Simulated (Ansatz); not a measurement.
The relaxed structure here is a generated cell of CuI: the first start was made by placing the elements on the sites of a structure type, and the end was not matched to a known phase here, so it may be hypothetical. Known forms of CuI include space group No. 216.

One stationary structure of CuI. Level of theory: PBEsol (plane waves to 420 eV, PAW, scalar-relativistic; Ansatz, a first-principles code).

```
CELL_PARAMETERS angstrom
      6.23514     0.00000     0.00000
     -3.11757     5.39979     0.00000
      0.00000     0.00000     4.13142
ATOMIC_POSITIONS crystal
  Cu 0.50000 0.00000 0.00000
  Cu 0.50000 0.50000 0.00000
  Cu 0.00000 0.50000 0.00000
  I  0.00000 0.00000 0.00000
  I  0.33333 0.66667 0.50000
  I  0.66667 0.33333 0.50000
```

Task: Determine the symmetry and give the standard cell with its independent sites.

Result: Space group P6/mmm (No. 191); a = b = 6.2351 Å, c = 4.1314 Å, α = β = 90.00°, γ = 120.00°

| atom | site | symmetry | x | y | z |
|---|---|---|---|---|---|
| Cu | 3f | mmm | 0.0000 | 0.5000 | 0.0000 |
| I | 1a | 6/mmm | 0.0000 | 0.0000 | 0.0000 |
| I | 2d | -6m2 | 0.3333 | 0.6667 | 0.5000 |

This is the AFLOW prototype AB_hP6_191_f_ad (B35, as in CoSn).

Task: Give the shortest distances between elements (the closest pairs, up to four, under 3.6 Å).

Result: Cu–I 2.74 Å; Cu–Cu 3.12 Å; I–I 3.60 Å.

```json
{
 "volume_per_atom": "23.18 Å³",
 "band_gap": "zero (metallic)"
}
```

No spin polarisation in the result.

The run could not lose the symmetry of its start: the end is stationary, and may be a saddle point rather than a minimum.

All atoms sit on sites fixed by symmetry, so only the cell could relax.
